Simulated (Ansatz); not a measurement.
**Nuclear-site quantities of Ag as the cell is scaled**

```yaml
crystal:
  lattice:
    - [2.93000, 0.00000, 0.00000]
    - [-1.46500, 2.53745, 0.00000]
    - [0.00000, 0.00000, 4.79000]
  atoms:
    - { symbol: Ag, position: [0.33333, 0.66667, 0.25000] }
    - { symbol: Ag, position: [0.66667, 0.33333, 0.75000] }
```

Atoms are numbered in the order listed.

The geometry is COD entry 1509145, unchecked; take it as a test cell.

Level of theory: DFT, LDA, all-electron PAW with datasets made for the crystal, scalar-relativistic (Ansatz 0.2.0).

Settings: a Γ-centred 14×14×8 k mesh, Fermi–Dirac smearing of 0.05 eV, cutoff 260 eV (chosen by the program for this cell), no spin polarisation.

The contact density is the mean electron density over the nuclear volume; its changes follow the s electrons' response to bonding and compression. Changes below are taken from the unscaled cell, where it is 944529 e/Å³ at Ag1.

```tsv
V/V(cell)	P (GPa)	Δρ(0) Ag1 (e/Å³)
0.9400	-5.0	4.58
0.9600	-7.2	2.99
0.9800	-9.0	1.46
0.9900	-9.8	0.72
1.0000	-10.6	0.00
1.0100	-11.3	?
1.0200	-11.9	-1.41
1.0400	-13.1	?
1.0600	-14.1	?
```

**Question.** Fill in "Δρ(0) Ag1 (e/Å³)" for the row "1.0100".

**Answer.** -0.71.

**Question.** What belongs in the row "1.0400", column "Δρ(0) Ag1 (e/Å³)"?

**Answer.** -2.76.

**Question.** Give the missing entry: row "1.0600", column "Δρ(0) Ag1 (e/Å³)".

**Answer.** -4.05.

The datasets are made afresh for each cell, so very small changes are uncertain.
